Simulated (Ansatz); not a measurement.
K2H6PbO6:
```xyz
15
Lattice="3.3018 1.9063 3.9771 -3.3018 1.9063 3.9771 0.0000 -3.8126 3.9771" Properties=species:S:1:pos:R:3 pbc="T T T"
K      0.0000     0.0000     8.4145
K      0.0000     0.0000     3.5168
H     -1.3889    -1.3380     6.1836
H      1.3889     1.3380     5.7477
H      1.8532    -0.5338     6.1836
H     -1.8532     0.5338     5.7477
H     -0.4643     1.8719     6.1836
H      0.4643    -1.8719     5.7477
Pb     0.0000     0.0000     0.0000
O     -1.9874    -0.7084     6.7196
O      1.9874     0.7084     5.2117
O      1.6071    -1.3669     6.7196
O     -1.6071     1.3669     5.2117
O      0.3802     2.0753     6.7196
O     -0.3802    -2.0753     5.2117
```

x, y and z are the axes in which the lattice vectors are written.

Question: Give the high-frequency dielectric tensor and the Born effective charge tensors of the independent atoms from DFPT, LDA in the plane-wave PAW code Ansatz.

Answer: 
ε∞:
```
3.30  0.00  0.00
0.00  3.30  0.00
0.00  0.00  3.47
```
Z* of atom 1 (K), rows: field, columns: displacement, in e:
```
1.19  0.00  0.00
0.00  1.19  0.00
0.00  0.00  1.21
```
Z* of atom 3 (H), rows: field, columns: displacement, in e:
```
 0.92  -0.63  -0.57
-0.46   0.57   0.41
-0.59   0.58   0.75
```
Z* of atom 9 (Pb), rows: field, columns: displacement, in e:
```
 3.48   0.08   0.00
-0.08   3.48   0.00
 0.00   0.00   4.26
```
Z* of atom 10 (O), rows: field, columns: displacement, in e:
```
-1.67   0.11   0.52
-0.04  -1.78   0.25
 0.58   0.13  -1.86
```

Space group R-3. The first step of the workflow began from a Materials Project structure, measured or hypothetical; the Crystallography Open Database copy checked does not list it. Whether it is the stable phase at ambient conditions was not checked. The LDA relaxation kept the symmetry of its start; whether a distortion lowers the energy is not shown. Spin–orbit coupling is left out wherever it is not named.

Potentials: the later of the program's two PAW sets.
